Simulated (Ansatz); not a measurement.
## Relaxation of CaMg

Theory: DFT r2SCAN, scalar-relativistic, plane waves, PAW (Ansatz). (500 eV cutoff, 12×12×12 k-mesh, Gaussian smearing of 0.10 eV, no spin polarisation)

What was changed: relaxed at 50 GPa.

Other phases may be more stable at this pressure.

Input:

```yaml
crystal:
  lattice:
    - [3.3392119484, 0.0, 0.0]
    - [0.0, 3.3392119484, 0.0]
    - [0.0, 0.0, 3.3392119484]
  atoms:
    - { symbol: Ca, position: [0.0, 0.0, 0.0] }
    - { symbol: Mg, position: [0.5, 0.5, 0.5] }
basis:
  ecutwfc: 500
kpoints:
  mp_grid: { grid: [12, 12, 12] }
hamiltonian:
  xc: r2scan
scf:
  occupations: { method: gaussian, width: 0.1 }
output:
  forces: true
  stress: true
  eigenvalues: true
relax:
  adjacent_minimum: "off"
  f_tol: 0.008
  max_steps: 50
  cell: { stress_tol: 0.08, p_target: 50.0 }
```

F is the free energy. Steps run on the plane waves of an earlier cell, but the last one, and at times one on the way, on a freshly chosen basis, so a repeated geometry can differ a little in energy. The relaxation lowers the enthalpy F + PV at the target pressure, so F itself can rise.

Steps:

```
step F − F(1) (eV) largest force component (eV/Å) V (Å³/atom) P (GPa)
   1         0.0000                           0.000       18.617    33.55
   2         1.4425                           0.000       15.976    56.05
   3         1.0263                           0.000       16.609    49.51
   4         1.0566                           0.000       16.561    49.99
   5         1.0576                           0.000       16.561    49.99
```

Relaxed structure:

```yaml
crystal:
  lattice:
    - [3.21146, 0.00000, 0.00000]
    - [0.00000, 3.21146, 0.00000]
    - [0.00000, 0.00000, 3.21146]
  atoms:
    - { symbol: Ca, position: [0.00000, 0.00000, 0.00000] }
    - { symbol: Mg, position: [0.50000, 0.50000, 0.50000] }
```

The structure is cubic, space group Pm-3m (No. 221). Conventional cell: a = 3.211 Å, b = 3.211 Å, c = 3.211 Å, α = 90.00°, β = 90.00°, γ = 90.00°. Around Ca (site symmetry m-3m) lie 8 Mg at 2.78 Å. Mg (site symmetry m-3m) is surrounded by 8 Ca at 2.78 Å.

The run converged. The run took about 25 core-seconds.